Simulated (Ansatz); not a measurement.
This run works on a generated trial structure, not on a known crystal.

Input and command of a plane-wave DFT calculation in Ansatz:

```yaml
crystal:
  lattice:
    - [5.98654494, 0.0, 0.0]
    - [0.0, 5.98654494, 0.0]
    - [0.0, 0.0, 5.98654494]
  atoms:
    - { symbol: In, position: [0.5, 0.5, 0.5] }
    - { symbol: Rh, position: [0.0, 0.0, 0.0], spin: 1.0 }
    - { symbol: C, position: [0.184878, 0.184878, 0.184878] }
    - { symbol: C, position: [0.184878, 0.815122, 0.815122] }
    - { symbol: C, position: [0.815122, 0.184878, 0.815122] }
    - { symbol: C, position: [0.815122, 0.815122, 0.184878] }
    - { symbol: "N", position: [0.29771434, 0.29771434, 0.29771434] }
    - { symbol: "N", position: [0.29771434, 0.70228566, 0.70228566] }
    - { symbol: "N", position: [0.70228566, 0.29771434, 0.70228566] }
    - { symbol: "N", position: [0.70228566, 0.70228566, 0.29771434] }
basis:
  ecutwfc: 420
kpoints:
  mp_grid: { grid: [4, 4, 4] }
hamiltonian:
  xc: pbe
scf:
  occupations: { method: gaussian, width: 0.1 }
  lower_state_search: "off"
output:
  forces: true
  stress: true
  eigenvalues: true
  populations: true
magnetization:
  spin_polarized: true
relax:
  adjacent_minimum: "off"
  f_tol: 0.04
  max_steps: 70
  cell: { stress_tol: 0.4 }
```

```bash
ansatz run input.yaml --threads 1 --pin off --max-ram 2560MiB --backend cpu --events-out ev --progress --plain --runs-dir out
```

Processor: Intel(R) Xeon(R) Platinum 8175M CPU @ 2.50GHz (Skylake/Cascade Lake), 1 thread, on a host shared with other jobs.

Estimate time, memory and problem size.

About 100 s, peak memory 0.61 GiB. It solves 44 bands at 10 k points (after reduction by symmetry) with about 4385 plane waves (on the last cell), in 50 SCF iterations over 5 ionic steps.
